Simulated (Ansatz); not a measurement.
## CaIrCl3 in Ansatz, settings compared

input.yaml:

```yaml
crystal:
  lattice:
    - [4.767855, 0.0, 0.0]
    - [0.0, 4.767855, 0.0]
    - [0.0, 0.0, 4.767855]
  atoms:
    - { symbol: Ca, position: [0.5, 0.5, 0.5] }
    - { symbol: Ir, position: [0.0, 0.0, 0.0] }
    - { symbol: Cl, position: [0.0, 0.5, 0.0] }
    - { symbol: Cl, position: [0.5, 0.0, 0.0] }
    - { symbol: Cl, position: [0.0, 0.0, 0.5] }
  symmetry: { tolerance: 0.0003 }
kpoints:
  mp_grid: { grid: [4, 4, 4], shift: [0, 0, 0] }
magnetization:
  spin_polarized: false
scf:
  occupations: { method: fermi_dirac, width: 0.021 }
hamiltonian:
  pseudopotentials: { kind: paw }
  xc: pbe
basis:
  ecutwfc: 420
output:
  forces: true
  stress: true
  eigenvalues: true
  write_density: true
  write_potential: true
  elf: true
  volumetric_format: npy
relax:
  max_steps: 40
  cell: {}
```

Run with:

```bash
ansatz run input.yaml --threads 1 --pin off --max-ram 2560MiB --backend cpu --events-out ev --progress --plain --runs-dir out
```

Origin of the cell: a known structure type with other elements, at an estimated volume, so it need not be a known compound.

Output of this run (shortened):

```
SCF iter   1: F=—  HF=-16993.624902 eV  Δρ=8.02e-3  dr2=1.94e-1
SCF iter   2: F=—  HF=-16993.605276 eV  Δρ=4.39e-3  dr2=6.23e-2  defer=1
SCF iter   3: F=—  HF=-16993.602660 eV  Δρ=4.74e-3  dr2=5.23e-2  defer=1
SCF iter   4: F=—  HF=-16993.599144 eV  Δρ=5.40e-4  dr2=4.13e-4  defer=1
SCF iter   5: F=—  HF=-16993.599272 eV  Δρ=6.55e-4  dr2=1.25e-3  defer=1
SCF iter   6: F=—  HF=-16993.599241 eV  Δρ=3.48e-4  dr2=3.79e-4  defer=1
SCF iter   7: F=—  HF=-16993.599223 eV  Δρ=3.38e-5  dr2=2.27e-6  defer=1
SCF iter   8: F=—  HF=-16993.599215 eV  Δρ=1.35e-5  dr2=1.80e-7  defer=1
SCF iter   9: F=—  HF=-16993.599215 eV  Δρ=9.24e-6  dr2=2.59e-7
SCF iter  10: F=-16993.599215 eV  HF=-16993.599215 eV  Δρ=7.53e-7  dr2=1.63e-9
relax step   1: F+E_penalty+E_count = -16993.599215 eV  Δ(F+E_penalty+E_count) = +0.000e0 eV  max|allowed force component| = 0.0 eV/Å  Δτ_max = 0.0000 Å  P = +4.356 GPa  Ω = 108.385 Å³  (10 S […]
relax step   2: F+E_penalty+E_count = -16993.689896 eV  Δ(F+E_penalty+E_count) = -9.068e-2 eV  max|allowed force component| = 0.0 eV/Å  Δτ_max = 0.0000 Å  P = +0.727 GPa  Ω = 114.338 Å³  ener […]
relax step   3: F+E_penalty+E_count = -16993.692963 eV  Δ(F+E_penalty+E_count) = -3.067e-3 eV  max|allowed force component| = 0.0 eV/Å  Δτ_max = 0.0000 Å  P = +0.081 GPa  Ω = 115.610 Å³  ener […]
relax step   4: F+E_penalty+E_count = -16993.692990 eV  Δ(F+E_penalty+E_count) = -2.695e-5 eV  max|allowed force component| = 0.0 eV/Å  Δτ_max = 0.0000 Å  P = +0.001 GPa  Ω = 115.772 Å³  ener […]
relax step   5: F+E_penalty+E_count = -16993.693589 eV  Δ(F+E_penalty+E_count) = -5.990e-4 eV  max|allowed force component| = 0.0 eV/Å  Δτ_max = 0.0000 Å  P = -0.002 GPa  Ω = 115.772 Å³  stress off target by 1.70e-3 GPa […]
SCF 5 converged in 7 iterations: F = -16993.693589 eV  dr2 = 7.84e-13
basis re-selected at this cell: Δ(F+E_penalty+E_count) = -5.990e-4 eV, ΔP = -0.003 GPa vs the last step (what re-selecting the basis moved, of the pressure what is left beyond the Pulay corre […]
SCF converged after 7 iterations
Free energy (F): -16993.693589 eV
Harris-Foulkes:  -16993.693589 eV  (|F-HF|=7.28e-12)
Internal energy: -16993.677932 eV  (E = F + TS)
E sigma→0 (E₀):  -16993.685760 eV
Entropy (-TS):   -0.015657 eV (-3.131 meV/atom)
Fermi energy:    9.656201 eV
--- Per-component energies (eV) ---
  E_band       = -493.099854
  E_kinetic    = 1388.681728
  E_local      = -3928.920677  (includes V_loc(G=0)·N_el)
  E_nonlocal   = 223.796993
  E_hartree    = 1474.247362
  E_xc         = -725.978940
  E_vxc        = -836.599593  (∫ρ·V_xc dr)
  E_paw        = -12060.532212  (= ΣΔE_a)
  E_vpaw       = -288.553344  (= ΣTr[D̂ρ^β])
  E_aug_tail   = 0.000340  (compensation charges beyond the density's cutoff)
  E_ewald      = -3364.972525
  E_smearing   = -0.015657  (= −TS)
  Σ components = -16993.693589   (vs F -16993.693589, Δ=0.00e0)
--- Forces (eV/Å), atoms counted from 1 ---
  atom   1  Ca    -0.000000    -0.000000    -0.000000
  atom   2  Ir     0.000000    -0.000000     0.000000
  atom   3  Cl    -0.000000     0.000000    -0.000000
  atom   4  Cl     0.000000    -0.000000    -0.000000
  atom   5  Cl     0.000000     0.000000     0.000000
  max |Σ_I F_I| component: 0.0 eV/Å
--- Stress (GPa, compression-positive) ---
       -0.001702       0.000000       0.000000
        0.000000      -0.001702      -0.000000
        0.000000      -0.000000      -0.001702
  P = ⅓ Tr σ = -0.0017 GPa (-0.017 kbar)
--- Relaxed structure (4 steps of the walk, 4 accepted, 1 SCFs on fresh bases) ---
  F+E_penalty+E_count = -16993.693589 eV   max|allowed force component| = 0.0 eV/Å   (the final SCF, on the basis selected at the relaxed cell)
  cell:  # Å, volume = 115.7724 Å³
    - [4.873808, 0.0, 0.0]
    - [0.0, 4.873808, 0.0]
    - [0.0, 0.0, 4.873808]
  atoms:
    - { symbol: Ca, position: [0.500000, 0.500000, 0.500000] }
    - { symbol: Ir, position: [0.0, 0.0, 0.0] }
    - { symbol: Cl, position: [0.0, 0.500000, 0.0] }
    - { symbol: Cl, position: [0.500000, 0.0, 0.0] }
    - { symbol: Cl, position: [0.0, 0.0, 0.500000] }
```

The same input was run again with these changes:

1. `kpoints.mp_grid.grid` [4, 4, 4] → [1, 1, 1]; `basis.ecutwfc` 420 → "800 eV"
2. `hamiltonian.dispersion` default → d3bj
3. `hamiltonian.hubbard` default → { sites: [{ species: Ir, l: d, u_eff: 5.0 }], double_counting: fll }
4. `basis.ecutwfc` 420 → "520 ev"; `scf.max_iter` default → 80

| run | end | SCF iterations | volume (Å³/atom) | max force component (eV/Å) | moment (μB) | ΔE(σ→0) (meV/atom) |
| --- | --- | --- | --- | --- | --- | --- |
| base | converged | 36 | 23.15 | 0.000 | – | 0 |
| 1 | converged | 40 | 24.20 | 0.000 | – | 687.40 |
| 2 | converged | 28 | 22.39 | 0.000 | – | – |
| 3 | converged | 36 | 23.42 | 0.000 | – | – |
| 4 | input refused | 0 | – | – | – | – |

Energies are compared only where functional, datasets, charge and starting cell are the same.

Run 1 relaxed to another structure than the base run, so its differences aren't those of the setting alone.

Not properties of the system: run 1 (too coarse or loose: `kpoints.mp_grid.grid` = [1, 1, 1]).

Caveats of the base run: no moments, though an odd count or open d shells may carry them; no spin-orbit coupling, though heavy elements are present; the k mesh is coarse if the cell is a metal; the relaxation held the start's symmetry, so the end may be a saddle point.

The base run ran for 16 s on 1 thread of AMD EPYC 7R43 64-Core Processor (Zen 3) (shared host), peak memory 0.49 GiB, from the program's own first density.
